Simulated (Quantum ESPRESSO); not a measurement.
## Si3PC3B (input and log of a self-consistent run)

A calculation, not a measurement. The program is pw.x of Quantum ESPRESSO 7.5 (plane-wave density functional theory). The cell is made up: 8 atoms on a zincblende/diamond lattice, with randomly drawn elements, strain and displacements, not relaxed. PseudoDojo standard norm-conserving files (v0.5 for PBE, v0.4.1 for LDA and PBEsol) set the functional; there is no spin polarisation, spin-orbit coupling or dispersion term, and the masses in the input are unused placeholders.

Input:

```
&control calculation='scf', pseudo_dir='./dojo.nc.sr.pbe.v0_5.standard.upf', outdir='./o', disk_io='low', tprnfor=.true., tstress=.true. /
&system ibrav=0, nat=8, ntyp=4, nbnd=22, ecutwfc=82.02448710, nosym=.true., tot_charge=0,
 occupations='smearing', smearing='fd', degauss=0.0018374661
/
&electrons conv_thr=7.350e-09, electron_maxstep=60, /
ATOMIC_SPECIES
B 1.0 B.upf
C 1.0 C.upf
P 1.0 P.upf
Si 1.0 Si.upf
CELL_PARAMETERS angstrom
4.4725 0.0146 0.0624
0.0143 4.5325 0.0291
0.0623 0.0288 4.5891
ATOMIC_POSITIONS angstrom
Si 0.0056 0.0191 0.0053
Si 0.0352 2.2347 2.3266
P 2.2615 -0.0184 2.3915
Si 2.3084 2.286 0.0591
C 1.1798 1.095 1.2356
C 1.1948 3.4311 3.4171
C 3.3261 1.1397 3.5138
B 3.3813 3.4512 1.2721
K_POINTS automatic
4 4 4 1 1 1
```

The log is shortened where brackets say so; the opening notice, blank lines, dates and the lines on written files are dropped, and the path of the files is cut. It prints rydbergs, bohrs and kilobars, and counts compression as positive stress. With no partly filled state, the Fermi energy that it prints is only some level between the filled and the empty states on the mesh, and need not lie in the true gap.

```
     Program PWSCF v.7.5
     Parallel version (MPI & OpenMP), running on       4 processor cores
     Number of MPI processes:                 4
     Threads/MPI process:                     1
     [start-up lines left out]
     bravais-lattice index     =            0
     lattice parameter (alat)  =       8.4527  a.u.
     unit-cell volume          =     627.6366 (a.u.)^3
     number of atoms/cell      =            8
     number of atomic types    =            4
     number of electrons       =        32.00
     number of Kohn-Sham states=           22
     kinetic-energy cutoff     =      82.0245  Ry
     charge density cutoff     =     328.0979  Ry
     scf convergence threshold =      7.3E-09
     mixing beta               =       0.7000
     number of iterations used =            8  plain     mixing
     Exchange-correlation= PBE
                           (   1   4   3   4   0   0   0)
     [axes and pseudopotential details left out]
   Cartesian axes
     site n.     atom                  positions (alat units)
         1        Si     tau(   1) = (   0.0012520   0.0042701   0.0011849  )
         2        Si     tau(   2) = (   0.0078695   0.4996022   0.5201478  )
         3        P      tau(   3) = (   0.5055937  -0.0041136   0.5346572  )
         4        Si     tau(   4) = (   0.5160789   0.5110711   0.0132127  )
         5        C      tau(   5) = (   0.2637628   0.2448044   0.2762377  )
         6        C      tau(   6) = (   0.2671162   0.7670761   0.7639462  )
         7        C      tau(   7) = (   0.7436017   0.2547978   0.7855650  )
         8        B      tau(   8) = (   0.7559425   0.7715698   0.2843979  )
     number of k points=    32  Fermi-Dirac smearing, width (Ry)=  0.0018
                       cart. coord. in units 2pi/alat
        k(    1) = (   0.1229480   0.1222035   0.1194005), wk =   0.0625000
        k(    2) = (   0.1195526   0.1206494   0.3631293), wk =   0.0625000
     [further k points left out]
     Dense  grid:    62993 G-vectors     FFT dimensions: (  50,  50,  50)
     Estimated max dynamical RAM per process >      93.34 MB
     Estimated total dynamical RAM >     327.22 MB
     Initial potential from superposition of free atoms
     starting charge      31.9976, renormalised to      32.0000
     Starting wfcs are   32 randomized atomic wfcs
     total cpu time spent up to now is        2.1 secs
     per-process dynamical memory:    68.0 Mb
     Self-consistent Calculation
     iteration #  1     ecut=    82.02 Ry     beta= 0.70
     Davidson diagonalization with overlap
     ethr =  1.00E-02,  avg # of iterations =  4.1
     total cpu time spent up to now is        4.7 secs
     total energy              =     -80.78345554 Ry
     estimated scf accuracy    <       1.32141802 Ry
     iteration #  2     ecut=    82.02 Ry     beta= 0.70
     Davidson diagonalization with overlap
     ethr =  4.13E-03,  avg # of iterations =  2.0
     total cpu time spent up to now is        6.9 secs
     total energy              =     -81.17122038 Ry
     estimated scf accuracy    <       0.48250299 Ry
     iteration #  3     ecut=    82.02 Ry     beta= 0.70
     Davidson diagonalization with overlap
     ethr =  1.51E-03,  avg # of iterations =  2.0
     total cpu time spent up to now is        8.7 secs
     total energy              =     -81.23909495 Ry
     estimated scf accuracy    <       0.01607542 Ry
     iteration #  4     ecut=    82.02 Ry     beta= 0.70
     Davidson diagonalization with overlap
     ethr =  5.02E-05,  avg # of iterations =  9.5
     total cpu time spent up to now is       12.0 secs
     total energy              =     -81.24708068 Ry
     estimated scf accuracy    <       0.00356386 Ry
     iteration #  5     ecut=    82.02 Ry     beta= 0.70
     Davidson diagonalization with overlap
     ethr =  1.11E-05,  avg # of iterations =  5.3
     total cpu time spent up to now is       14.7 secs
     total energy              =     -81.24756871 Ry
     estimated scf accuracy    <       0.00108124 Ry
     iteration #  6     ecut=    82.02 Ry     beta= 0.70
     Davidson diagonalization with overlap
     ethr =  3.38E-06,  avg # of iterations =  4.4
     total cpu time spent up to now is       16.9 secs
     total energy              =     -81.24764632 Ry
     estimated scf accuracy    <       0.00015077 Ry
     iteration #  7     ecut=    82.02 Ry     beta= 0.70
     Davidson diagonalization with overlap
     ethr =  4.71E-07,  avg # of iterations =  2.7
     total cpu time spent up to now is       19.2 secs
     total energy              =     -81.24769130 Ry
     estimated scf accuracy    <       0.00000345 Ry
     iteration #  8     ecut=    82.02 Ry     beta= 0.70
     Davidson diagonalization with overlap
     ethr =  1.08E-08,  avg # of iterations =  4.9
     total cpu time spent up to now is       22.0 secs
     total energy              =     -81.24769217 Ry
     estimated scf accuracy    <       0.00000429 Ry
     iteration #  9     ecut=    82.02 Ry     beta= 0.70
     Davidson diagonalization with overlap
     ethr =  1.08E-08,  avg # of iterations =  2.0
     total cpu time spent up to now is       24.1 secs
     total energy              =     -81.24769294 Ry
     estimated scf accuracy    <       0.00000014 Ry
     iteration # 10     ecut=    82.02 Ry     beta= 0.70
     Davidson diagonalization with overlap
     ethr =  4.22E-10,  avg # of iterations =  3.3
     total cpu time spent up to now is       26.5 secs
     total energy              =     -81.24769300 Ry
     estimated scf accuracy    <       0.00000006 Ry
     iteration # 11     ecut=    82.02 Ry     beta= 0.70
     Davidson diagonalization with overlap
     ethr =  1.97E-10,  avg # of iterations =  1.9
     total cpu time spent up to now is       28.3 secs
     End of self-consistent calculation
          k = 0.1229 0.1222 0.1194 (  7887 PWs)   bands (ev):
    -6.6571  -3.1392  -2.5444  -0.8172   0.1384   1.3919   1.9539   3.3986
     3.9852   4.5430   4.9914   5.5978   6.0633   7.0636   8.3345   8.5613
    10.0875  10.3475  10.7034  12.0739  12.7017  12.9445
     [levels at the other k points left out]
     the Fermi energy is     9.3313 ev
!    total energy              =     -81.24769300 Ry
     estimated scf accuracy    <          4.9E-09 Ry
     smearing contrib. (-TS)   =      -0.00000000 Ry
     internal energy E=F+TS    =     -81.24769300 Ry
     The total energy is F=E-TS. E is the sum of the following terms:
     one-electron contribution =      19.48970631 Ry
     hartree contribution      =       8.87930265 Ry
     xc contribution           =     -28.78666101 Ry
     ewald contribution        =     -80.83004095 Ry
     convergence has been achieved in  11 iterations
     Forces acting on atoms (cartesian axes, Ry/au):
     atom    1 type  4   force =     0.01548547   -0.01316079    0.00658266
     atom    2 type  4   force =     0.00954138    0.00923378   -0.01161119
     atom    3 type  3   force =     0.00041239    0.02130339   -0.04381514
     atom    4 type  4   force =    -0.05281899   -0.00143511    0.01921997
     atom    5 type  2   force =    -0.00281091    0.01355597   -0.01111447
     atom    6 type  2   force =    -0.00999581   -0.00607418    0.05481236
     atom    7 type  2   force =     0.03900771   -0.01136697   -0.01169788
     atom    8 type  1   force =     0.00117876   -0.01205610   -0.00237632
     Total force =     0.108162     Total SCF correction =     0.000041
     Computing stress (Cartesian axis) and pressure
          total   stress  (Ry/bohr**3)                   (kbar)     P=     -117.37
  -0.00058348  -0.00008271  -0.00037992          -85.83      -12.17      -55.89
  -0.00008271  -0.00079544  -0.00016088          -12.17     -117.01      -23.67
  -0.00037992  -0.00016088  -0.00101473          -55.89      -23.67     -149.27
     init_run     :      1.92s CPU      1.99s WALL (       1 calls)
     electrons    :     26.04s CPU     26.23s WALL (       1 calls)
     forces       :      0.46s CPU      0.47s WALL (       1 calls)
     stress       :      1.52s CPU      1.52s WALL (       1 calls)
     [timing details left out]
     PWSCF        :     30.06s CPU     30.36s WALL
     JOB DONE.
```

In other units: free energy -1105.431 eV for the cell, pressure -11.74 GPa, largest force component 1.409 eV/Å. A rerun of the same cell at another strain at 1347 eV and a 6 x 6 x 6 mesh moved values by no more than 0.008 eV in energy, 0.04 GPa in stress and 0.004 eV/Å in force.